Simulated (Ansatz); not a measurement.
## Sensitivity of the gradients in AlN with Si replacing Al to the input

This input was run with Ansatz:

```yaml
crystal:
  lattice:
    - [9.339, 0.0, 0.0]
    - [-3.113, 5.391874164, 0.0]
    - [0.0, 0.0, 9.962]
  atoms:
    - { symbol: Si, position: [0.1111111111, 0.3333333334, 0.0] }
    - { symbol: Al, position: [0.1111111111, 0.3333333334, 0.5] }
    - { symbol: Al, position: [0.1111111111, 0.8333333334, 0.0] }
    - { symbol: Al, position: [0.1111111111, 0.8333333334, 0.5] }
    - { symbol: Al, position: [0.4444444444, 0.3333333334, 0.0] }
    - { symbol: Al, position: [0.4444444444, 0.3333333334, 0.5] }
    - { symbol: Al, position: [0.4444444444, 0.8333333334, 0.0] }
    - { symbol: Al, position: [0.4444444444, 0.8333333334, 0.5] }
    - { symbol: Al, position: [0.7777777778, 0.3333333334, 0.0] }
    - { symbol: Al, position: [0.7777777778, 0.3333333334, 0.5] }
    - { symbol: Al, position: [0.7777777778, 0.8333333334, 0.0] }
    - { symbol: Al, position: [0.7777777778, 0.8333333334, 0.5] }
    - { symbol: Al, position: [0.2222222222, 0.1666666666, 0.25] }
    - { symbol: Al, position: [0.2222222222, 0.1666666666, 0.75] }
    - { symbol: Al, position: [0.2222222222, 0.6666666666, 0.25] }
    - { symbol: Al, position: [0.2222222222, 0.6666666666, 0.75] }
    - { symbol: Al, position: [0.5555555556, 0.1666666666, 0.25] }
    - { symbol: Al, position: [0.5555555556, 0.1666666666, 0.75] }
    - { symbol: Al, position: [0.5555555556, 0.6666666666, 0.25] }
    - { symbol: Al, position: [0.5555555556, 0.6666666666, 0.75] }
    - { symbol: Al, position: [0.8888888889, 0.1666666666, 0.25] }
    - { symbol: Al, position: [0.8888888889, 0.1666666666, 0.75] }
    - { symbol: Al, position: [0.8888888889, 0.6666666666, 0.25] }
    - { symbol: Al, position: [0.8888888889, 0.6666666666, 0.75] }
    - { symbol: "N", position: [0.1111111111, 0.3333333334, 0.19] }
    - { symbol: "N", position: [0.1111111111, 0.3333333334, 0.69] }
    - { symbol: "N", position: [0.1111111111, 0.8333333334, 0.19] }
    - { symbol: "N", position: [0.1111111111, 0.8333333334, 0.69] }
    - { symbol: "N", position: [0.4444444444, 0.3333333334, 0.19] }
    - { symbol: "N", position: [0.4444444444, 0.3333333334, 0.69] }
    - { symbol: "N", position: [0.4444444444, 0.8333333334, 0.19] }
    - { symbol: "N", position: [0.4444444444, 0.8333333334, 0.69] }
    - { symbol: "N", position: [0.7777777778, 0.3333333334, 0.19] }
    - { symbol: "N", position: [0.7777777778, 0.3333333334, 0.69] }
    - { symbol: "N", position: [0.7777777778, 0.8333333334, 0.19] }
    - { symbol: "N", position: [0.7777777778, 0.8333333334, 0.69] }
    - { symbol: "N", position: [0.2222222222, 0.1666666666, 0.44] }
    - { symbol: "N", position: [0.2222222222, 0.1666666666, 0.94] }
    - { symbol: "N", position: [0.2222222222, 0.6666666666, 0.44] }
    - { symbol: "N", position: [0.2222222222, 0.6666666666, 0.94] }
    - { symbol: "N", position: [0.5555555556, 0.1666666666, 0.44] }
    - { symbol: "N", position: [0.5555555556, 0.1666666666, 0.94] }
    - { symbol: "N", position: [0.5555555556, 0.6666666666, 0.44] }
    - { symbol: "N", position: [0.5555555556, 0.6666666666, 0.94] }
    - { symbol: "N", position: [0.8888888889, 0.1666666666, 0.44] }
    - { symbol: "N", position: [0.8888888889, 0.1666666666, 0.94] }
    - { symbol: "N", position: [0.8888888889, 0.6666666666, 0.44] }
    - { symbol: "N", position: [0.8888888889, 0.6666666666, 0.94] }
  symmetry: { detect: false }
total_charge: 1
kpoints:
  mp_grid: { grid: [3, 4, 2] }
scf:
  occupations: { method: fermi_dirac, width: 0.01 }
hamiltonian:
  xc: r2scan
  pseudopotentials: { kind: paw }
output:
  forces: true
  stress: true
  populations: true
  efg:
    quadrupole_moments_barn: { Al: 0.1466, "N": 0.02044 }
    contact_densities: true
  write_density: true
  write_potential: true
  elf: true
  volumetric_format: npy
```

It converged. Of its output the block on the nuclei alone is shown, without the SCF iterations, energies, forces and stress (one atom of each set, the first 14 sets):

```
--- PAW observables at the nuclei: V_zz in 10²¹ V/m², potentials from the cell's mean, atoms counted from 1 ---
  atom   1  Si V_zz =    +0.188510   η = 0.7758   by run symmetry: not_imposed
            electrostatic potential = -1357.268486 V   contact ρ = 12784.420217 e/Å³
  atom   2  Al V_zz =    +0.457642   η = 0.0409   by run symmetry: not_imposed   C_q = +1.6222 MHz
            electrostatic potential = -1231.035143 V   contact ρ = 10063.545442 e/Å³
  atom   3  Al V_zz =    -0.566901   η = 0.1340   by run symmetry: not_imposed   C_q = -2.0095 MHz
            electrostatic potential = -1230.294283 V   contact ρ = 10063.562375 e/Å³
  atom   4  Al V_zz =    +0.426661   η = 0.1342   by run symmetry: not_imposed   C_q = +1.5124 MHz
            electrostatic potential = -1231.049168 V   contact ρ = 10063.529472 e/Å³
  atom   5  Al V_zz =    +0.521845   η = 0.1961   by run symmetry: not_imposed   C_q = +1.8498 MHz
            electrostatic potential = -1230.579591 V   contact ρ = 10063.534527 e/Å³
  atom   6  Al V_zz =    +0.371140   η = 0.3361   by run symmetry: not_imposed   C_q = +1.3156 MHz
            electrostatic potential = -1231.126914 V   contact ρ = 10063.530221 e/Å³
  atom   7  Al V_zz =    +0.571502   η = 0.3033   by run symmetry: not_imposed   C_q = +2.0258 MHz
            electrostatic potential = -1230.610932 V   contact ρ = 10063.560674 e/Å³
  atom   8  Al V_zz =    +0.368454   η = 0.3480   by run symmetry: not_imposed   C_q = +1.3061 MHz
            electrostatic potential = -1231.128711 V   contact ρ = 10063.531051 e/Å³
  atom   9  Al V_zz =    +0.449593   η = 0.2758   by run symmetry: not_imposed   C_q = +1.5937 MHz
            electrostatic potential = -1230.565558 V   contact ρ = 10063.508371 e/Å³
  atom  10  Al V_zz =    +0.366428   η = 0.2836   by run symmetry: not_imposed   C_q = +1.2989 MHz
            electrostatic potential = -1231.125085 V   contact ρ = 10063.527408 e/Å³
  atom  11  Al V_zz =    +0.488110   η = 0.2605   by run symmetry: not_imposed   C_q = +1.7302 MHz
            electrostatic potential = -1230.597341 V   contact ρ = 10063.519625 e/Å³
  atom  12  Al V_zz =    +0.361201   η = 0.2875   by run symmetry: not_imposed   C_q = +1.2804 MHz
            electrostatic potential = -1231.126817 V   contact ρ = 10063.527705 e/Å³
  atom  13  Al V_zz =    +0.487085   η = 0.4905   by run symmetry: not_imposed   C_q = +1.7266 MHz
            electrostatic potential = -1230.698888 V   contact ρ = 10063.578185 e/Å³
  atom  14  Al V_zz =    +0.962180   η = 0.1360   by run symmetry: not_imposed   C_q = +3.4107 MHz
            electrostatic potential = -1230.713839 V   contact ρ = 10063.586436 e/Å³
```

Problem. Can these gradients be trusted, and how do they compare with a run on standard settings?

Solution. As results of these settings, within the limits told below. Against the standard input the change is `crystal.symmetry`: not typed → {detect: false}; `hamiltonian.xc`: pbe → r2scan. A site carries the number of its first atom; V_zz in 10²¹ V/m².

| site | atom | V_zz standard | η standard | V_zz here | η here |
| --- | --- | --- | --- | --- | --- |
| Si | 1 | 0.16 | 0.92 | 0.19 | 0.78 |
| Al3 | 3 | -0.57 | 0.12 | -0.57 | 0.13 |
| Al22 | 22 | 0.93 | 0.17 | 0.93 | 0.17 |
| N25 | 25 | 3.52 | 0.03 | 3.66 | 0.03 |
| N27 | 27 | -0.35 | 0.73 | -0.36 | 0.80 |
| N31 | 31 | 0.22 | 0.56 | 0.23 | 0.52 |
| N38 | 38 | 3.73 | 0.10 | 3.89 | 0.11 |
| N40 | 40 | 3.74 | 0.10 | 3.89 | 0.10 |
| N42 | 42 | 0.71 | 0.67 | 0.74 | 0.68 |
| N44 | 44 | 0.52 | 0.82 | 0.54 | 0.84 |
| N46 | 46 | 3.70 | 0.10 | 3.85 | 0.10 |
| N48 | 48 | -0.47 | 0.39 | -0.50 | 0.40 |

The largest change of V_zz along a kept axis is on N38, from 3.73 to 3.89. In per cent, |V_zz| changes by -1 to +1 on Al, +3 to +4 on N (all sites that start above 0.5). On N41 (not in the table) the largest principal value lies along another axis in the second run, so the two V_zz can't be compared directly. The table leaves out 36 of the 48 sites, with |V_zz| up to 0.97; their tensors move by 0.02 at most along any direction. The statements above cover all sites. The cutoff that the program takes moves with it, from 420 to 500 eV. SCF iterations: 7 and 8.

On the reference run: The defect repeats with the cell of 48 atoms, so it feels its images: sites between two images don't show the values beside a lone defect, and zeros or small values of η there can come from the images' arrangement. Al and N carry a gradient in the pure host already, so the values there aren't the defect's effect alone. A uniform background compensates the cell's charge. The neighbours have not yet relaxed around the defect (largest force 2.7 eV/Å), so a real crystal will differ.
